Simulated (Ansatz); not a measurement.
# Zr2Sb3Pd: reading a single point

```
CELL_PARAMETERS angstrom
3.98134 0.00000 0.00000
0.00000 3.98134 0.00000
0.00000 0.00000 8.78747
ATOMIC_POSITIONS crystal
Pd 0.00000 0.00000 0.00000
Zr 0.00000 0.50000 0.73650
Zr 0.50000 0.00000 0.26350
Sb 0.50000 0.50000 0.00000
Sb 0.00000 0.50000 0.38350
Sb 0.50000 0.00000 0.61650
```

Method: r2SCAN, no spin polarisation; PAW, plane waves to 500 eV, 9×9×4 Γ-centred mesh, fermi-dirac occupations (width 0.1 eV) (Ansatz 0.2.0), atoms fixed.

Problem. Is there a gap?

Solution. It is a metal, with about 2.9 states/eV a cell as the mean within 0.25 eV of the Fermi level, mostly Zr d (49 %) and Sb p (32 %).

Problem. Which atom feels the largest force, and which way?

Solution. The largest is on Sb5 (and as large on other atoms): 0.22 eV/Å, components (0.00, 0.00, -0.22). It makes 69° with the line to a nearest neighbour, Zr3 at 3.01 Å.

Problem. Is it stable against the elements?

Solution. -0.67 eV an atom against the elements' usual phases (free molecules for gases, crystals otherwise, with no correction for O₂ or N₂), so it is bound against them; other compounds may still compete. Relaxing would lower it.

Problem. Give the Bader charges.

Solution. Bader charges in e: Zr +1.53, Sb -0.96 to -0.48, Pd -0.65. In the mean Zr gives up most and Sb takes most.

Problem. What do density and ELF say about some of the short contacts?

Solution. Pd–Sb at 2.82 Å: least valence density 0.32 e/Å³ and ELF 0.38 there. Zr–Sb at 3.01 Å: least valence density 0.26 e/Å³ and ELF 0.41 there. Pd–Zr at 3.05 Å: least valence density 0.18 e/Å³ and ELF 0.18 there. Both are smooth PAW fields, read partly inside the augmentation spheres.

Problem. Is the cell too large or too small?

Solution. The pressure is -3.0 GPa (compression positive), so with the atoms held at these fractions the cell would first shrink.

Origin: a known structure type with other elements, at an estimated volume, so it need not be a known compound.
